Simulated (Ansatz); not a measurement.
## Is this Cd₅HgS₆ structure a true minimum?

The cell was found from a structure generator's guess, not taken from experiment.

Computed with DFT PBE, scalar-relativistic, plane waves, PAW in Ansatz 0.2.0. Settings: cutoff 420 eV, Γ-centred mesh 6×6×2 on the computed 12-atom cell, Gaussian smearing of 0.02 eV; no spin polarisation.

The cell below (12 atoms, space group P3m1 (No. 156)) is relaxed within its symmetry.

```yaml
crystal:
  lattice:
    - [4.20483, 0.00000, 0.00000]
    - [-2.10242, 3.64149, 0.00000]
    - [0.00000, 0.00000, 20.52133]
  atoms:
    - { symbol: Cd, position: [0.33333, 0.66667, 0.99908] }
    - { symbol: Cd, position: [0.33333, 0.66667, 0.66683] }
    - { symbol: Cd, position: [0.66667, 0.33333, 0.16508] }
    - { symbol: Cd, position: [0.66667, 0.33333, 0.50060] }
    - { symbol: Cd, position: [0.66667, 0.33333, 0.83295] }
    - { symbol: Hg, position: [0.33333, 0.66667, 0.33372] }
    - { symbol: S, position: [0.33333, 0.66667, 0.12444] }
    - { symbol: S, position: [0.33333, 0.66667, 0.46016] }
    - { symbol: S, position: [0.33333, 0.66667, 0.79220] }
    - { symbol: S, position: [0.66667, 0.33333, 0.29059] }
    - { symbol: S, position: [0.66667, 0.33333, 0.62605] }
    - { symbol: S, position: [0.66667, 0.33333, 0.95830] }
```

For the test it was strained at random (σ = 1.5 % a component), the atoms were moved at random (σ = 0.10 Å), and all was relaxed again on a coarse 6×6×1 mesh (in the run’s order of axes) with 0.10 eV smearing, with no symmetry imposed.

Spin–orbit coupling, which can matter for Hg, is left out.

Q: Does it come back?

A: It returns, within 1 meV/atom of the unmoved cell on that mesh and with the same symmetry when read at 0.1 Å (P1 at 0.01 Å, so small strains and shifts remain). No instability shows in this cell; modes of other wave vectors, which need another repeat, aren't tested.
